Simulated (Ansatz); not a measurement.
Geometry optimisation in Ansatz: input, command and trajectory.

```yaml
crystal:
  lattice:
    - [4.4417908395, 0.0, 0.0]
    - [-2.2208954198, 3.8467037054, 0.0]
    - [0.0, 0.0, 2.8236044638]
  atoms:
    - { symbol: Ta, position: [0.3333333333, 0.6666666667, 0.5] }
    - { symbol: Ta, position: [0.6666666667, 0.3333333333, 0.5] }
    - { symbol: Re, position: [0.0, 0.0, 0.0] }
basis:
  ecutwfc: 420
kpoints:
  mp_grid: { grid: [6, 6, 6] }
hamiltonian:
  xc: pbe
scf:
  occupations: { method: gaussian, width: 0.1 }
  lower_state_search: "off"
output:
  forces: true
  stress: true
  eigenvalues: true
relax:
  adjacent_minimum: "off"
  f_tol: 0.04
  max_steps: 70
  cell: { stress_tol: 0.4 }
```

```bash
ansatz run input.yaml --threads 1 --pin off --max-ram 2560MiB --backend cpu --events-out ev --progress --plain --runs-dir out
```

Level of theory: Ansatz 0.2.0, DFT PBE, scalar-relativistic, plane waves, PAW.

Of 7 frames 7 are shown, positions in Å and forces in eV/Å; the SCF threshold varies from step to step. Steps run on the plane waves of an earlier cell, with a Pulay correction in the pressure. The basis is chosen afresh for the last frame, the zero of the energies, and at times for earlier ones too; energy and pressure step there, also at an unchanged geometry. The mark taken_back stands on steps that the optimiser undid.

```xyz
3
Lattice="4.4418 0.0000 0.0000 -2.2209 3.8467 0.0000 0.0000 0.0000 2.8236" Properties=species:S:1:pos:R:3:forces:R:3 pbc="T T T" step=1 free_energy_over_end_meV_per_atom=254.33 pressure_GPa=16.20
Ta    0.0000    2.5645    1.4118    0.0000    0.0000    0.0000
Ta    2.2209    1.2822    1.4118    0.0000    0.0000    0.0000
Re    0.0000    0.0000    0.0000    0.0000    0.0000    0.0000
3
Lattice="4.6583 0.0000 0.0000 -2.3292 4.0342 0.0000 0.0000 0.0000 2.8169" Properties=species:S:1:pos:R:3:forces:R:3 pbc="T T T" step=2 free_energy_over_end_meV_per_atom=124.81 pressure_GPa=-6.01
Ta    0.0000    2.6895    1.4084    0.0000    0.0000    0.0000
Ta    2.3292    1.3447    1.4084    0.0000    0.0000    0.0000
Re    0.0000    0.0000    0.0000    0.0000    0.0000    0.0000
3
Lattice="4.7694 0.0000 0.0000 -2.3847 4.1304 0.0000 0.0000 0.0000 2.6782" Properties=species:S:1:pos:R:3:forces:R:3 pbc="T T T" step=3 free_energy_over_end_meV_per_atom=13.48 pressure_GPa=-4.28
Ta    0.0000    2.7536    1.3391    0.0000    0.0000    0.0000
Ta    2.3847    1.3768    1.3391    0.0000    0.0000    0.0000
Re    0.0000    0.0000    0.0000    0.0000    0.0000    0.0000
3
Lattice="4.8241 0.0000 0.0000 -2.4120 4.1778 0.0000 0.0000 0.0000 2.5671" Properties=species:S:1:pos:R:3:forces:R:3 pbc="T T T" step=4 free_energy_over_end_meV_per_atom=23.19 pressure_GPa=2.45 taken_back
Ta    0.0000    2.7852    1.2835    0.0000    0.0000    0.0000
Ta    2.4120    1.3926    1.2835    0.0000    0.0000    0.0000
Re    0.0000    0.0000    0.0000    0.0000    0.0000    0.0000
3
Lattice="4.7720 0.0000 0.0000 -2.3860 4.1327 0.0000 0.0000 0.0000 2.6345" Properties=species:S:1:pos:R:3:forces:R:3 pbc="T T T" step=5 free_energy_over_end_meV_per_atom=1.94 pressure_GPa=-0.29
Ta    0.0000    2.7551    1.3172    0.0000    0.0000    0.0000
Ta    2.3860    1.3776    1.3172    0.0000    0.0000    0.0000
Re    0.0000    0.0000    0.0000    0.0000    0.0000    0.0000
3
Lattice="4.7780 0.0000 0.0000 -2.3890 4.1379 0.0000 0.0000 0.0000 2.6268" Properties=species:S:1:pos:R:3:forces:R:3 pbc="T T T" step=6 free_energy_over_end_meV_per_atom=1.65 pressure_GPa=-0.05
Ta    0.0000    2.7586    1.3134    0.0000    0.0000    0.0000
Ta    2.3890    1.3793    1.3134    0.0000    0.0000    0.0000
Re    0.0000    0.0000    0.0000    0.0000    0.0000    0.0000
3
Lattice="4.7780 0.0000 0.0000 -2.3890 4.1379 0.0000 0.0000 0.0000 2.6268" Properties=species:S:1:pos:R:3:forces:R:3 pbc="T T T" step=7 free_energy_over_end_meV_per_atom=0.00 pressure_GPa=0.03
Ta    0.0000    2.7586    1.3134    0.0000    0.0000    0.0000
Ta    2.3890    1.3793    1.3134    0.0000    0.0000    0.0000
Re    0.0000    0.0000    0.0000    0.0000    0.0000    0.0000
```

The start puts this composition into another compound's structure type, which needn't suit it. At the end the space group is P6/mmm (tolerance 0.05 Å).

It took 16 s on 1 thread of Arm Neoverse V1, on a shared host, peak memory 0.34 GiB.

The k mesh is coarse. Spin–orbit coupling is left out, which can shift energies with elements as heavy as these.